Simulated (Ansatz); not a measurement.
## HfZr₃Te₈: rattling a relaxed structure

The cell was found from a structure generator's guess, not taken from experiment.

Method: Ansatz, DFT PBE, scalar-relativistic, plane waves, PAW. Cutoff 420 eV; k points 12×12×2 on the computed 12-atom cell (Γ-centred); Gaussian smearing, width 0.10 eV; no spin polarisation.

The cell below (12 atoms, space group P-3m1 (No. 164)) is relaxed within its symmetry.

```yaml
crystal:
  lattice:
    - [3.97172, 0.00000, 0.00000]
    - [-1.98586, 3.43961, 0.00000]
    - [0.00000, 0.00000, 28.34628]
  atoms:
    - { symbol: Zr, position: [0.00000, 0.00000, 0.75127] }
    - { symbol: Zr, position: [0.00000, 0.00000, 0.00000] }
    - { symbol: Zr, position: [0.00000, 0.00000, 0.24873] }
    - { symbol: Hf, position: [0.00000, 0.00000, 0.50000] }
    - { symbol: Te, position: [0.33333, 0.66667, 0.81480] }
    - { symbol: Te, position: [0.33333, 0.66667, 0.06356] }
    - { symbol: Te, position: [0.33333, 0.66667, 0.31233] }
    - { symbol: Te, position: [0.33333, 0.66667, 0.56259] }
    - { symbol: Te, position: [0.66667, 0.33333, 0.93644] }
    - { symbol: Te, position: [0.66667, 0.33333, 0.18520] }
    - { symbol: Te, position: [0.66667, 0.33333, 0.43740] }
    - { symbol: Te, position: [0.66667, 0.33333, 0.68767] }
```

For the test it was strained at random (σ = 1.5 % a component), the atoms were moved at random (σ = 0.05 Å), and all was relaxed again on a coarse 6×6×1 mesh (in the run’s order of axes) with 0.20 eV smearing, with no symmetry imposed.

No dispersion correction is applied, so the spacing and binding between layers, chains or molecules are poorly described. These runs have no spin–orbit coupling, which can matter for Hf and Te.

Question: Does it come back?

Answer: It returns, within 1 meV/atom of the unmoved cell on that mesh and with the same symmetry when read at 0.1 Å (P1 at 0.01 Å, so small strains and shifts remain). No instability shows in this cell; modes of other wave vectors, which need another repeat, aren't tested.
